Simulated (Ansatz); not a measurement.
TiS$_{2}$ (CdI2 type)

```
TiS2
1.0
    3.36050     0.00000     0.00000
   -1.68025     2.91028     0.00000
    0.00000     0.00000     5.52286
Ti S
1 2
Direct
  0.00000   0.00000   0.00000
  0.33333   0.66667   0.25856
  0.66667   0.33333   0.74144
```

The slice is a (1 -1 0 0) plane (indices of the conventional cell) through the point (0.000, 0.000, 0.000) (fractional), spanned by u = [110] and v = [001] in vectors of this cell: u (3.36 Å) and v (5.52 Å, at 90° to u). It covers one period; positions are fractions (u, v).

Calculation: PBE-D3(BJ) (plane waves to 420 eV, PAW, scalar-relativistic; Ansatz, a first-principles code). k mesh 16×16×9. Inside the PAW spheres the values are not all-electron values, and peaks at nuclei hang on which shells count as valence. At this level the bands of TiS2 touch or barely overlap. The PAW data are Ansatz's earlier set. TiS2 is run without spin polarisation. TiS2 was relaxed with its symmetry unable to fall.

Three fields on this plane, each scaled to ten steps between its own extremes (0 low, 9 high; the total valence density on a logarithmic scale, the potential cut 8 eV below its top; x marks points blanked near nuclei; v = 0 in the bottom row):

Map A
```
|xxxxx035530xxxx|
|xxxx00355300xxx|
|xxxx02344320xxx|
|xx001222222100x|
|001332100123310|
|4455430xx034554|
|7776531xx135677|
|888765311356788|
|999886544568899|
|999988777788999|
|999999888899999|
|999999988999999|
|999999888899999|
|999988777788999|
|999886544568899|
|888765311356788|
|7776531xx135677|
|4455430xx034554|
|001332100123310|
|xx001222222100x|
|xxxx02344320xxx|
|xxxx00355300xxx|
|xxxxx035530xxxx|
|xxxxx035530xxxx|
```

Map B
```
|xxxxx776677xxxx|
|xxxx97777779xxx|
|xxxx88888888xxx|
|xx888899998888x|
|667789999998776|
|5567899xx998765|
|4456789xx987654|
|334567899876543|
|223456777765432|
|112345666654321|
|001234455443210|
|000123444432100|
|001234455443210|
|112345666654321|
|223456777765432|
|334567899876543|
|4456789xx987654|
|5567899xx998765|
|667789999998776|
|xx888899998888x|
|xxxx88888888xxx|
|xxxx97777779xxx|
|xxxxx776677xxxx|
|xxxxx766667xxxx|
```

Map C
```
|xxxxx123321xxxx|
|xxxx12466421xxx|
|xxxx25788752xxx|
|xx114799997411x|
|001379999997310|
|0025899xx998520|
|0125799xx997521|
|001468999986410|
|001247888874210|
|000123555532100|
|000001111110000|
|000000000000000|
|000001111110000|
|000123555532100|
|001247888874210|
|001468999986410|
|0125799xx997521|
|0025899xx998520|
|001379999997310|
|xx114799997411x|
|xxxx25788752xxx|
|xxxx12466421xxx|
|xxxxx123321xxxx|
|xxxxx012210xxxx|
```

Task: Assign the maps to these fields: electron localisation function (ELF); valence electron density; electrostatic potential energy of an electron, from the cell's mean.

Result: A is the electrostatic potential energy of an electron, from the cell's mean; B is the valence electron density; C is the electron localisation function (ELF).
